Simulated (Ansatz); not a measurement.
Relaxed ZnO (wurtzite):

```
ZnO
1.0
    6.47037     0.00000     0.00000
   -1.61759     2.80175     0.00000
    0.00000     0.00000     5.21141
Zn O
4 4
Direct
  0.33333   0.33333   0.00241
  0.83333   0.33333   0.00241
  0.16667   0.66667   0.50241
  0.66667   0.66667   0.50241
  0.33333   0.33333   0.62279
  0.83333   0.33333   0.62279
  0.16667   0.66667   0.12279
  0.66667   0.66667   0.12279
```

The atoms are displaced by Q × the pattern below (from a DFPT mode at M = (0.5, 0.0, 0.0), largest move 1; Q in Å), at fixed cell. (q is in reciprocal vectors of the primitive cell; the cell shown is doubled to hold the pattern.)

| atom | x | y | z |
|---|---|---|---|
| Zn1 | -0.074 | -0.043 | 0.151 |
| Zn2 | 0.074 | 0.043 | -0.151 |
| Zn3 | 0.074 | 0.043 | 0.151 |
| Zn4 | -0.074 | -0.043 | -0.151 |
| O5 | -0.098 | -0.056 | -0.994 |
| O6 | 0.098 | 0.056 | 0.994 |
| O7 | 0.098 | 0.056 | -0.994 |
| O8 | -0.098 | -0.056 | 0.994 |

The numbers are results of r2SCAN (plane waves to 500 eV, PAW, scalar-relativistic; Ansatz, a first-principles code), not measurements. k mesh 6×12×7 (Γ-centred), Fermi-Dirac smearing 0.05 eV. ZnO was relaxed with its symmetry unable to fall.

At one point of the scan the forces (eV/Å) are:

```
atom      Fx      Fy      Fz
----  ------  ------  ------
Zn1   -0.623  -0.360   2.762
Zn2    0.597   0.345  -0.478
Zn3    0.623   0.360   2.762
Zn4   -0.597  -0.345  -0.478
O5    -0.302  -0.174  -3.542
O6     0.046   0.026   1.258
O7     0.302   0.174  -3.542
O8    -0.046  -0.026   1.258
```

Task: Which point is it?
A) Q = -0.280 Å
B) Q = -0.187 Å
C) Q = -0.233 Å
D) Q = -0.047 Å

Result: B, Q = -0.187 Å

(For displaced atoms, the force is minus the slope of the energy, and its curvature is a force constant, which sets phonon frequencies.)
